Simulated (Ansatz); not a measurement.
BeSe:
```cif
data_BeSe
_chemical_formula_sum 'Be1 Se1'
_space_group_name_H-M_alt 'P 1'
_space_group_IT_number 1
_cell_length_a 3.62646
_cell_length_b 3.62646
_cell_length_c 3.62646
_cell_angle_alpha 60.000
_cell_angle_beta 60.000
_cell_angle_gamma 60.000
loop_
_space_group_symop_operation_xyz
  'x, y, z'
loop_
_atom_site_label
_atom_site_type_symbol
_atom_site_fract_x
_atom_site_fract_y
_atom_site_fract_z
_atom_site_occupancy
Be1 Be 0.00000 0.00000 0.00000 1
Se1 Se 0.75000 0.75000 0.75000 1
```

Relaxed with PBEsol. Independent-particle spectrum: no excitons, no local fields, no scissors shift; 0.1 eV broadening; ε₁ of the summed bands alone.

### Question
Tabulate the dielectric function from the program Ansatz at the PBEsol level (PAW).

### Answer


```
E (eV)  ε₁ xx  ε₂ xx
------  -----  -----
0.0      6.58   0.00
0.4      6.60   0.00
0.8      6.67   0.00
1.2      6.78   0.00
1.6      6.95   0.00
2.0      7.18   0.00
2.4      7.49   0.00
2.8      7.91   0.00
3.2      8.50   0.00
3.6      9.33   0.00
4.0     10.63   0.00
4.4     13.17   0.46
4.8     16.25   2.98
5.2     20.07   8.95
5.6     14.47  16.68
6.0     11.64  23.92
6.4     -5.83  16.43
6.8     -0.83  11.54
7.2     -4.34  12.28
7.6     -5.59   9.41
8.0     -5.14   7.19
8.4     -4.89   5.59
8.8     -4.34   4.40
9.2     -3.89   3.53
9.6     -3.42   2.84
10.0    -2.91   2.27
10.4    -2.14   2.00
10.8    -2.22   2.11
11.2    -2.00   1.75
11.6    -1.83   1.53
12.0    -1.53   1.40
```

### Question
From ε at 5.7 eV (xx: 13.90 + 17.34i), find n, k, the normal reflectivity and the absorption coefficient.

### Answer
n = 4.25, k = 2.040, R = 46 %, α = 2kE/ħc = 1200000 cm⁻¹.

With all bands, ε∞ without local fields is 6.62. DFPT, with local fields, gives 6.11.

Space group F-43m (zinc blende). The cell was relaxed with PBEsol under the symmetry of its start. Spin–orbit coupling is left out wherever it is not named.

Potentials: the earlier of the program's two PAW sets. The files were generated under PBE; for other functionals the program regenerates the frozen cores, and for LDA and PBEsol the local potential too.
